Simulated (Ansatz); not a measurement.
Ansatz (a quantum-chemistry and plane-wave program) input:

Ansatz 0.2 input:
```yaml
crystal:
  lattice:
    - [4.7335257831, -2.7256699225, 0.0]
    - [4.7335257831, 2.7256699225, 0.0]
    - [0.0, 0.0, 5.1747658186]
  atoms:
    - { symbol: Cu, position: [0.6705414257, 0.3294585743, 0.9963938463] }
    - { symbol: Cu, position: [0.3294585743, 0.6705414257, 0.4963938463] }
    - { symbol: Ge, position: [0.3320120166, 0.9951994053, 0.0081507269] }
    - { symbol: Ge, position: [0.6679879834, 0.0048005947, 0.5081507269] }
    - { symbol: Ge, position: [0.0048005947, 0.6679879834, 0.0081507269] }
    - { symbol: Ge, position: [0.9951994053, 0.3320120166, 0.5081507269] }
    - { symbol: N, position: [0.3338313927, 0.0319836673, 0.6442276794] }
    - { symbol: N, position: [0.6661686073, 0.9680163327, 0.1442276794] }
    - { symbol: N, position: [0.9680163327, 0.6661686073, 0.6442276794] }
    - { symbol: N, position: [0.0319836673, 0.3338313927, 0.1442276794] }
    - { symbol: N, position: [0.6873742552, 0.3126257448, 0.610859341] }
    - { symbol: N, position: [0.3126257448, 0.6873742552, 0.110859341] }
kpoints:
  mp_grid: { grid: [7, 7, 6] }
  band_path:
    path:
      - [[0.0, 0.0, 0.0], [0.5, 0.5, 0.0], [0.3328928436, 0.6671071564, 0.0]]  # Γ-Y-F_0
      - [[-0.3328928436, 0.3328928436, 0.0], [0.0, 0.0, 0.0], [0.0, 0.0, 0.5], [-0.3328928436, 0.3328928436, 0.5]]  # Δ_0-Γ-Z-B_0
      - [[0.3328928436, 0.6671071564, 0.5], [0.5, 0.5, 0.5], [0.5, 0.5, 0.0]]  # G_0-T-Y
      - [[0.0, 0.0, 0.0], [0.0, 0.5, 0.0], [0.0, 0.5, 0.5], [0.0, 0.0, 0.5], [0.5, 0.5, 0.5]]  # Γ-S-R-Z-T
    npoints: 6
basis: { xc_grid: 2 }
hamiltonian:
  xc: pbesol
  pseudopotentials: { kind: paw }
magnetization: { noncollinear: true, spin_orbit: true }
scf:
  n_extra_bands: 24
  convergence: { dr2_threshold: 0.0000000001 }
  occupations: { method: gaussian, width: 0.05 }
output: { eigenvalues: true }
```

Output (shortened):

```
Pseudopotential: Cu, paw_fr, valence charge 19
Pseudopotential: Ge, paw_fr, valence charge 14
Pseudopotential: N, paw_fr, valence charge 5
Functional definition: PBEsol
non-collinear run that drives no moment, with spin-orbit …
Crystal: 12 atoms, lattice volume = 133.530 Å³
Basis set: ecut = 420 eV, 2627 PW (Γ), exchange–correlation on 80×80×72 points (8 copies of the dense FFT grid, shifted against one another)
Bands: 148, of which v1, the nominal top of the filled ones, is band 124 counted from 1 (123 counted from 0)
Symmetry: 4 space group operations + 4 with time reversal
k-points: 64 of 294 (time reversal used)
Projection manifold: j_resolved (fully-relativistic pseudo-atomic orbitals)
SCF iter   1: F=—  HF=-32467.156815 eV  |F-HF|=—  |Δ(HF+E_count)|=         —  Δρ=9.14e-2  dr2=1.30e1  dr2_m=0.00e0 (ungated)  ethr=3.10e-3  |M|=0.00e0 ∫|m|=0.00e0 μB  |m|>n=0.0e0 m-floor=0.0e0 τ_xc=0.0e0  β_m=0.30  ⟨swp⟩=5.7  Hψ=40966  notcnv=0  defer=226
preconditioner: auto → Resta (q_TF=auto, 2.695 Å⁻¹)
spin=Noncollinear: Resta preconditioning applied to the charge; magnetization (m_x, m_y, m_z) channels mix plain (no charge-response kernel on spin).
SCF iter   2: F=—  HF=-32464.703679 eV  |F-HF|=—  |Δ(HF+E_count)|=    2.45e0  Δρ=5.39e-2  dr2=3.74e0  dr2_m=0.00e0 (ungated)  ethr=3.10e-3  |M|=0.00e0 ∫|m|=0.00e0 μB  |m|>n=0.0e0 m-floor=0.0e0 τ_xc=0.0e0  β_m=0.44  ⟨swp⟩=2.0  Hψ=14920  notcnv=0  defer=1152
SCF iter   3: F=—  HF=-32463.999971 eV  |F-HF|=—  |Δ(HF+E_count)|=   7.04e-1  Δρ=2.86e-2  dr2=8.70e-1  dr2_m=0.00e0 (ungated)  ethr=3.02e-3  |M|=0.00e0 ∫|m|=0.00e0 μB  |m|>n=0.0e0 m-floor=0.0e0 τ_xc=0.0e0  β_m=0.43  ⟨swp⟩=2.1  Hψ=12733  notcnv=0  defer=1152
SCF iter   4: F=—  HF=-32463.859931 eV  |F-HF|=—  |Δ(HF+E_count)|=   1.40e-1  Δρ=2.10e-2  dr2=3.00e-1  dr2_m=0.00e0 (ungated)  ethr=7.02e-4  |M|=0.00e0 ∫|m|=0.00e0 μB  |m|>n=0.0e0 m-floor=0.0e0 τ_xc=0.0e0  β_m=0.49  ⟨swp⟩=2.2  Hψ=13573  notcnv=0  defer=1140
SCF iter   5: F=—  HF=-32463.826014 eV  |F-HF|=—  |Δ(HF+E_count)|=   3.39e-2  Δρ=6.52e-3  dr2=3.36e-2  dr2_m=0.00e0 (ungated)  ethr=2.42e-4  |M|=0.00e0 ∫|m|=0.00e0 μB  |m|>n=0.0e0 m-floor=0.0e0 τ_xc=0.0e0  β_m=0.55  ⟨swp⟩=2.0  Hψ=10012  notcnv=0  defer=1140
SCF iter   6: F=—  HF=-32463.821931 eV  |F-HF|=—  |Δ(HF+E_count)|=   4.08e-3  Δρ=1.13e-3  dr2=1.67e-3  dr2_m=0.00e0 (ungated)  ethr=2.71e-5  |M|=0.00e0 ∫|m|=0.00e0 μB  |m|>n=0.0e0 m-floor=0.0e0 τ_xc=0.0e0  β_m=0.67  ⟨swp⟩=2.1  Hψ=10066  notcnv=0  defer=1140
SCF iter   7: F=—  HF=-32463.822541 eV  |F-HF|=—  |Δ(HF+E_count)|=   6.10e-4  Δρ=9.35e-4  dr2=9.11e-4  dr2_m=0.00e0 (ungated)  ethr=1.34e-6  |M|=0.00e0 ∫|m|=0.00e0 μB  |m|>n=0.0e0 m-floor=0.0e0 τ_xc=0.0e0  β_m=0.82  ⟨swp⟩=2.5  Hψ=14108  notcnv=0  defer=1140
SCF iter   8: F=—  HF=-32463.822565 eV  |F-HF|=—  |Δ(HF+E_count)|=   2.38e-5  Δρ=1.51e-4  dr2=3.35e-5  dr2_m=0.00e0 (ungated)  ethr=7.35e-7  |M|=0.00e0 ∫|m|=0.00e0 μB  |m|>n=0.0e0 m-floor=0.0e0 τ_xc=0.0e0  β_m=0.77  ⟨swp⟩=2.0  Hψ=10968  notcnv=0  defer=1140
SCF iter  14: F=-32463.822693 eV  HF=-32463.822693 eV  |F-HF|=0.00e0  |Δ(HF+E_count)|=  1.27e-10  Δρ=1.30e-7  dr2=2.12e-11  dr2_m=0.00e0 (ungated)  ethr=1.00e-12  |M|=0.00e0 ∫|m|=0.00e0 μB  |m|>n=0.0e0 m-floor=0.0e0 τ_xc=0.0e0  ⟨swp⟩=10.3  Hψ=34414  notcnv=0
SCF 1 converged in 14 iterations: F = -32463.822693 eV  dr2 = 2.12e-11
NSCF: frozen V_eff on 70 k-points
SCF converged after 14 iterations
Magnetization: |M| = 0.0000 μB,  M = (+0.0000, +0.0000, +0.0000) μB
Absolute magnetization: 0.0000 μB (∫|m|)
  site 0: m = (+0.0000, +0.0000, +0.0000) μB, |m| = 0.0000 μB  (R = 0.82 Å)
  site 1: m = (+0.0000, +0.0000, +0.0000) μB, |m| = 0.0000 μB  (R = 0.82 Å)
  site 2: m = (+0.0000, +0.0000, +0.0000) μB, |m| = 0.0000 μB  (R = 0.75 Å)
  site 3: m = (+0.0000, +0.0000, +0.0000) μB, |m| = 0.0000 μB  (R = 0.75 Å)
  site 4: m = (+0.0000, +0.0000, +0.0000) μB, |m| = 0.0000 μB  (R = 0.75 Å)
  site 5: m = (+0.0000, +0.0000, +0.0000) μB, |m| = 0.0000 μB  (R = 0.75 Å)
  site 6: m = (+0.0000, +0.0000, +0.0000) μB, |m| = 0.0000 μB  (R = 0.78 Å)
  site 7: m = (+0.0000, +0.0000, +0.0000) μB, |m| = 0.0000 μB  (R = 0.78 Å)
  site 8: m = (+0.0000, +0.0000, +0.0000) μB, |m| = 0.0000 μB  (R = 0.78 Å)
  site 9: m = (+0.0000, +0.0000, +0.0000) μB, |m| = 0.0000 μB  (R = 0.78 Å)
  site 10: m = (+0.0000, +0.0000, +0.0000) μB, |m| = 0.0000 μB  (R = 0.75 Å)
  site 11: m = (+0.0000, +0.0000, +0.0000) μB, |m| = 0.0000 μB  (R = 0.75 Å)
Free energy (F): -32463.822693 eV
Harris-Foulkes:  -32463.822693 eV  (|F-HF|=0.00e0)
Internal energy: -32463.822205 eV  (E = F + TS)
E sigma→0 (E₀):  -32463.822449 eV
Entropy (-TS):   -0.000488 eV (-0.041 meV/atom)
Fermi energy:    12.490443 eV
--- Per-component energies (eV) ---
  E_band       = -1186.249620
  E_kinetic    = 1831.587752
  E_local      = -19369.615995  (includes V_loc(G=0)·N_el)
  E_nonlocal   = 2776.740544
  E_hartree    = 8419.337578
  E_xc         = -831.436002
  E_vxc        = -941.898321  (∫ρ·V_xc dr)
  E_paw        = -11936.945859  (= ΣΔE_a)
  E_vpaw       = -2321.741077  (= ΣTr[D̂ρ^β])
  E_aug_tail   = 0.001996  (compensation charges beyond the density's cutoff)
  E_ewald      = -13357.760324
  E_core_change = 4.268105  (= ΣΔE_core)
  E_smearing   = -0.000488  (= −TS)
  E_closure    = 0.000000  (closes the sum)
  Σ components = -32463.822693   (vs F -32463.822693, Δ=0.00e0)
  [band-id]    e_kinetic+e_local+e_nonlocal+2·e_hartree+e_vxc+e_vpaw+e_augmentation_tail = -1186.249945   (vs E_band -1186.249620, Δ=-3.25e-4)
--- Band table (eV; the first three rows and the last of 64) ---
  k-point 0: bands = ["-98.4966", "-98.4966", "-98.4964", "-98.4964", "-57.8127", "-57.8127", "-57.8117", "-57.8117", "-55.2468", "-55.2468", "-55.2464", "-55.2464", "-55.1953", "-55.1953", "-55.1933", "-55.1933", "-13.6831", "-13.6831", "-13.6697", …
  k-point 1: bands = ["-98.4965", "-98.4965", "-98.4964", "-98.4964", "-57.8126", "-57.8126", "-57.8118", "-57.8118", "-55.2468", "-55.2468", "-55.2465", "-55.2465", "-55.1952", "-55.1952", "-55.1934", "-55.1934", "-13.6805", "-13.6805", "-13.6693", …
  k-point 2: bands = ["-98.4965", "-98.4965", "-98.4964", "-98.4964", "-57.8124", "-57.8124", "-57.8120", "-57.8120", "-55.2467", "-55.2467", "-55.2465", "-55.2465", "-55.1948", "-55.1948", "-55.1938", "-55.1938", "-13.6747", "-13.6747", "-13.6688", …
  k-point 63: bands = ["-98.4965", "-98.4965", "-98.4965", "-98.4965", "-57.8122", "-57.8122", "-57.8122", "-57.8122", "-55.2466", "-55.2466", "-55.2466", "-55.2466", "-55.1943", "-55.1943", "-55.1943", "-55.1943", "-13.6723", "-13.6723", "-13.6644", …
```

Cost: about 12 core-minutes (a rough figure) on shared cores.

Space group Cmc2_1. The first step of the workflow began from a Materials Project structure, measured or hypothetical; the Crystallography Open Database copy checked does not list it. Its standing as an ambient phase is unchecked. The cell was relaxed with PBEsol under the symmetry of its start; its stability against distortions is not shown here. The run is not spin-polarised.

Potentials: the later of the program's two PAW sets.

Ansatz is a plane-wave DFT program.
